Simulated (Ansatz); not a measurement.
Input and command of a plane-wave DFT calculation in Ansatz:

```yaml
crystal:
  lattice:
    - [-2.10861317, 2.10861317, 9.0056350065]
    - [2.10861317, -2.10861317, 9.0056350065]
    - [2.10861317, 2.10861317, -9.0056350065]
  atoms:
    - { symbol: Tl, position: [0.3371929955, 0.3371929955, 0.0] }
    - { symbol: Tl, position: [0.6628070045, 0.6628070045, 0.0] }
    - { symbol: Ga, position: [0.0, 0.0, 0.0] }
    - { symbol: As, position: [0.25, 0.75, 0.5] }
    - { symbol: As, position: [0.5749816904, 0.0749816904, 0.5] }
    - { symbol: As, position: [0.9250183096, 0.4250183096, 0.5] }
basis:
  ecutwfc: 420
kpoints:
  mp_grid: { grid: [12, 12, 12] }
hamiltonian:
  xc: pbesol
scf:
  occupations: { method: gaussian, width: 0.1 }
output:
  forces: true
  stress: true
  eigenvalues: true
relax:
  adjacent_minimum: "off"
  f_tol: 0.01
  max_steps: 60
  cell: { stress_tol: 0.1 }
```

```bash
ansatz run input.yaml --threads 2 --pin off --max-ram 5120MiB --backend cpu --events-out ev --progress --plain --runs-dir out
```

Processor: Intel(R) Xeon(R) 6975P-C (Granite Rapids), 2 threads, on a host shared with other jobs.

How long does it run, and how much memory does it take?

About 2.7 min on 2 threads of Intel(R) Xeon(R) 6975P-C (Granite Rapids), with other jobs on the host, peak memory 1.2 GiB. It solves 51 bands at 163 k points (the mesh reduced by the symmetry that the task leaves, which can be less than the crystal's) with about 3207 plane waves (on the last cell), in 37 SCF iterations over 5 ionic steps.
